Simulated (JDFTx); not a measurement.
An input for JDFTx (a modified build) (Os(0001), linear PCM (GLSSA13), water, 1 M KCl; bohr, hartree) and the course of its log:

```
lattice \
  5.1894333192 2.5947166690 0.0000000000 \
  0.0000000000 4.4941810815 0.0000000000 \
  0.0000000000 0.0000000000 42.5188378041
coords-type Lattice
ion Os 0.6666666668 0.6666666668 -0.1442103330 0
ion Os 0.0000000002 0.0000000002 -0.0480701110 0
ion Os 0.6666666668 0.6666666668 0.0480701110 0
ion Os 0.0000000002 0.0000000002 0.1442103330 0
ion-species pseudo/os_pbe_v1.2.upf
elec-cutoff 20 100
elec-ex-corr gga-PBE
coulomb-interaction Slab 001
coulomb-truncation-embed 0 0 0
kpoint-folding 10 10 1
elec-smearing Fermi 0.01
elec-n-bands 43
target-mu -0.203591
electronic-scf nIterations 100 energyDiffThreshold 1e-07 history 3
fluid LinearPCM
pcm-variant GLSSA13
fluid-solvent H2O
fluid-cation K+ 1
fluid-anion Cl- 1
fluid-minimize nIterations 400 knormThreshold 1e-11
wavefunction read f0.wfns
elec-initial-eigenvals f0.eigenvals
elec-initial-fillings read f0.fillings
fluid-initial-state f0.fluidState
dump-name f0_u0.$VAR
dump End State Ecomponents EigStats BandEigs Forces ElecDensity IonicPositions Fillings Kpoints Dtot FluidDebug BoundCharge FluidDensity
```

```
[one cycle in 5 is shown, and the last three; fluid-solver lines are left out]
	FillingsUpdate:  mu: -0.203591000  nElectrons: 62.131654
SCF: Cycle:  0   G: -353.517254226744626   dG: +1.852e+00   |Residual|: 1.271e-01   |deigs|: 2.419e-07
	FillingsUpdate:  mu: -0.203591000  nElectrons: 63.774670
SCF: Cycle:  5   G: -355.352273331131471   dG: -7.362e-02   |Residual|: 1.272e-02   |deigs|: 2.524e-03
	FillingsUpdate:  mu: -0.203591000  nElectrons: 63.911786
SCF: Cycle: 10   G: -355.369747545031089   dG: -5.051e-03   |Residual|: 2.170e-03   |deigs|: 8.227e-04
	FillingsUpdate:  mu: -0.203591000  nElectrons: 63.930590
SCF: Cycle: 15   G: -355.369911861152445   dG: +1.474e-05   |Residual|: 8.686e-04   |deigs|: 6.304e-05
	FillingsUpdate:  mu: -0.203591000  nElectrons: 63.927656
SCF: Cycle: 20   G: -355.369883350369037   dG: +4.200e-05   |Residual|: 8.643e-04   |deigs|: 1.916e-04
	FillingsUpdate:  mu: -0.203591000  nElectrons: 63.930668
SCF: Cycle: 25   G: -355.369912282249288   dG: +1.409e-05   |Residual|: 5.515e-04   |deigs|: 1.013e-04
	FillingsUpdate:  mu: -0.203591000  nElectrons: 63.936224
SCF: Cycle: 30   G: -355.369927523514946   dG: -6.303e-07   |Residual|: 2.085e-04   |deigs|: 6.668e-05
	FillingsUpdate:  mu: -0.203591000  nElectrons: 63.936859
SCF: Cycle: 35   G: -355.369926895786080   dG: +1.062e-06   |Residual|: 1.552e-04   |deigs|: 3.597e-05
	FillingsUpdate:  mu: -0.203591000  nElectrons: 63.936832
SCF: Cycle: 40   G: -355.369927089280793   dG: -1.161e-06   |Residual|: 1.557e-04   |deigs|: 3.870e-05
	FillingsUpdate:  mu: -0.203591000  nElectrons: 63.934636
SCF: Cycle: 45   G: -355.369927772122139   dG: -1.384e-05   |Residual|: 1.044e-04   |deigs|: 3.048e-04
	FillingsUpdate:  mu: -0.203591000  nElectrons: 63.934668
SCF: Cycle: 50   G: -355.369927810498041   dG: -4.854e-07   |Residual|: 1.011e-04   |deigs|: 1.470e-04
	FillingsUpdate:  mu: -0.203591000  nElectrons: 63.935788
SCF: Cycle: 55   G: -355.369928357619699   dG: -7.963e-07   |Residual|: 5.741e-05   |deigs|: 1.170e-04
	FillingsUpdate:  mu: -0.203591000  nElectrons: 63.937166
SCF: Cycle: 60   G: -355.369926953286267   dG: +1.257e-06   |Residual|: 1.500e-04   |deigs|: 2.234e-04
	FillingsUpdate:  mu: -0.203591000  nElectrons: 63.936623
SCF: Cycle: 65   G: -355.369925243811224   dG: +3.133e-06   |Residual|: 2.884e-04   |deigs|: 8.072e-05
	FillingsUpdate:  mu: -0.203591000  nElectrons: 63.934207
SCF: Cycle: 70   G: -355.369927556702635   dG: +1.393e-07   |Residual|: 9.780e-05   |deigs|: 1.065e-05
	FillingsUpdate:  mu: -0.203591000  nElectrons: 63.935132
SCF: Cycle: 75   G: -355.369928345978735   dG: -5.502e-07   |Residual|: 5.303e-05   |deigs|: 4.387e-05
	FillingsUpdate:  mu: -0.203591000  nElectrons: 63.935028
SCF: Cycle: 80   G: -355.369928089718599   dG: +3.400e-07   |Residual|: 1.014e-04   |deigs|: 3.577e-05
	FillingsUpdate:  mu: -0.203591000  nElectrons: 63.935556
SCF: Cycle: 85   G: -355.369928471604737   dG: -1.079e-07   |Residual|: 4.669e-05   |deigs|: 2.387e-05
	FillingsUpdate:  mu: -0.203591000  nElectrons: 63.936362
SCF: Cycle: 90   G: -355.369927846543249   dG: +4.606e-07   |Residual|: 7.140e-05   |deigs|: 1.154e-04
	FillingsUpdate:  mu: -0.203591000  nElectrons: 63.935518
SCF: Cycle: 95   G: -355.369928481528859   dG: -2.206e-07   |Residual|: 1.266e-05   |deigs|: 1.090e-04
	FillingsUpdate:  mu: -0.203591000  nElectrons: 63.935837
SCF: Cycle: 97   G: -355.369928392827489   dG: -5.772e-08   |Residual|: 3.554e-05   |deigs|: 1.232e-05
	FillingsUpdate:  mu: -0.203591000  nElectrons: 63.936101
SCF: Cycle: 98   G: -355.369928208078136   dG: +1.847e-07   |Residual|: 5.048e-05   |deigs|: 3.209e-05
	FillingsUpdate:  mu: -0.203591000  nElectrons: 63.936486
SCF: Cycle: 99   G: -355.369927817294979   dG: +3.908e-07   |Residual|: 7.874e-05   |deigs|: 6.467e-05
SCF: None of the convergence criteria satisfied after 100 iterations.
IonicMinimize: Iter:   0  G: -355.369927817294979  |grad|_K:  0.000e+00
IonicMinimize: Converged (|grad|_K<1.000000e-04).
```

This run gave no converged result. The loop ran out of cycles short of its threshold. It has stalled and not diverged: the last ten energies span 3e-06 Ha, so the total is near its end, but levels, forces and the electron count aren't shown converged.
